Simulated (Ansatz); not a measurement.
Au (fcc (Cu type)) was relaxed and computed twice in Ansatz (plane waves, PAW), once with LDA and once with PBE.

|  | run 1 | run 2 |
|---|---|---|
| cell | a = b = c = 4.157 Å, α = β = γ = 90.00° | a = b = c = 4.0463 Å, α = β = γ = 90.00° |
| B₀ by P(V) fit (GPa) | 139 | 194 |

Q: Which run used which functional?

A: Run 1 is PBE, run 2 is LDA.

All cells were relaxed under the symmetry of their starts (and spin orders); stability against distortions was not tested throughout. Spin–orbit coupling is left out wherever it is not named.

Potentials: the earlier of the program's two PAW sets.

Ansatz (an electronic-structure program) is a plane-wave DFT program.
